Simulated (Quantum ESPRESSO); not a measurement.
## RhIn2HfGa4 (a guest atom moved from site to site)

Simulated, not a measurement. The program is pw.x of Quantum ESPRESSO 7.5 (plane-wave density functional theory). The cell is made up: eight metal atoms on a hexagonal close-packed lattice, with elements, volume, strain and displacements drawn at random and not relaxed, so it may be unstable or far from any real phase. PseudoDojo standard norm-conserving files set the functional (PBE unless stated); there is no spin polarisation or spin-orbit coupling, the Fermi-Dirac width of 0.25 eV means electrons at about 2900 K, and the masses in the input are unused placeholders. Heavy elements are run without spin-orbit coupling, which real alloys of them have. A spin test at this wide smearing found no moment, but such smearing suppresses magnetism that the real alloy may have.

The runs move one Rh atom among sites that otherwise hold Ga. Cell, positions, cutoff, mesh and smearing stay as in the input of run 1; sites are counted in its order. Stress in the tables is positive in tension.

Input of run 1:

```
&control calculation='scf', pseudo_dir='./dojo.nc.sr.pbe.v0_5.standard.upf', outdir='./o', disk_io='medium', tprnfor=.true., tstress=.true. /
&system ibrav=0, nat=8, ntyp=4, nbnd=64, ecutwfc=87.97787729, nosym=.true., tot_charge=0,
 occupations='smearing', smearing='fd', degauss=0.0183746611
/
&electrons conv_thr=1.470e-08, electron_maxstep=70, mixing_beta=0.5 /
ATOMIC_SPECIES
Ga 1.0 Ga.upf
Hf 1.0 Hf.upf
In 1.0 In.upf
Rh 1.0 Rh.upf
CELL_PARAMETERS angstrom
3.0038 -0.0131 5.0492
3.185 0.0835 -5.1603
-3.0334 5.3529 0.0042
ATOMIC_POSITIONS angstrom
Rh -0.0332 -0.0422 0.0285
In -1.5347 2.7242 -0.0391
Hf 3.1136 1.9008 -2.6021
Ga 1.6661 4.48 -2.6134
Ga 3.1123 -0.0369 0.0023
In 1.6109 2.6313 -0.1552
Ga 3.0858 1.6996 2.4758
Ga 1.7135 4.514 2.5728
K_POINTS automatic
5 5 4 1 1 1
```

| run | elements on sites 1 to 8 | free energy less that of run 1 (eV) | -TS (eV) | pressure (GPa) | stress xx (GPa) | stress yy (GPa) | stress zz (GPa) | stress yz (GPa) | stress xz (GPa) | stress xy (GPa) | iterations |
| --- | --- | --- | --- | --- | --- | --- | --- | --- | --- | --- | --- |
| 1 | Rh In Hf Ga Ga In Ga Ga | 0.000 | -1.039 | -6.79 | 7.35 | 8.08 | 4.93 | -0.08 | -0.11 | 0.23 | 12 |
| 2 | Ga In Hf Rh Ga In Ga Ga | -0.099 | -1.000 | -6.20 | 5.86 | 6.51 | 6.23 | -0.27 | -0.27 | 0.79 | 11 |
| 3 | Ga In Hf Ga Rh In Ga Ga | -0.049 | -1.044 | -6.93 | 7.53 | 8.01 | 5.23 | -0.42 | 0.01 | 0.39 | 11 |
| 4 | Ga In Hf Ga Ga In Rh Ga | -0.140 | -1.012 | -6.41 | 6.35 | 7.80 | 5.08 | -0.20 | -0.04 | 0.00 | 11 |
| 5 | Ga In Hf Ga Ga In Ga Rh | -0.079 | -1.030 | -6.29 | 5.91 | 6.47 | 6.49 | -0.60 | -0.42 | -0.09 | 11 |

Forces Fx Fy Fz (eV/Å):

| site | run 1 | run 2 | run 3 | run 4 | run 5 |
| --- | --- | --- | --- | --- | --- |
| 1 | -0.13 0.20 0.25 | -0.13 0.06 0.11 | -0.16 0.27 0.20 | -0.09 0.49 -0.15 | -0.07 0.09 0.21 |
| 2 | 0.21 -0.17 0.30 | 0.21 0.00 0.61 | 0.32 -0.14 0.19 | 0.28 -0.39 0.17 | 0.32 0.00 -0.17 |
| 3 | 0.45 -0.54 -0.77 | 0.46 -0.05 -0.64 | 0.44 -0.50 -0.56 | 0.29 -0.69 -0.69 | 0.28 -0.54 -0.62 |
| 4 | 0.07 0.52 -0.21 | 0.04 0.00 -0.01 | 0.09 0.49 0.09 | 0.12 0.52 -0.03 | -0.20 0.32 -0.02 |
| 5 | 0.22 0.20 -0.09 | 0.11 0.02 -0.03 | 0.06 0.13 -0.21 | 0.15 0.46 0.33 | 0.07 -0.03 -0.25 |
| 6 | -0.42 0.02 0.73 | -0.41 0.25 0.33 | -0.40 0.00 0.67 | -0.43 -0.18 0.65 | -0.36 0.18 0.98 |
| 7 | -0.16 -0.41 0.15 | -0.22 -0.27 -0.12 | -0.18 -0.46 -0.44 | -0.05 -0.33 -0.06 | -0.13 -0.24 -0.12 |
| 8 | -0.25 0.17 -0.36 | -0.07 0.00 -0.25 | -0.17 0.20 0.05 | -0.28 0.12 -0.23 | 0.08 0.21 0.00 |

The sites are displaced and not relaxed, so the energy differences mix bonding between neighbours with strain and are not ordering energies. A rerun of one cell of this series at a higher cutoff and on a denser mesh moved values by no more than 0.004 eV in energy, 0.11 GPa in stress and 0.009 eV/Å in force, and a second program with other atomic files agreed on that cell to 2 % rms in force and 0.5 GPa in pressure.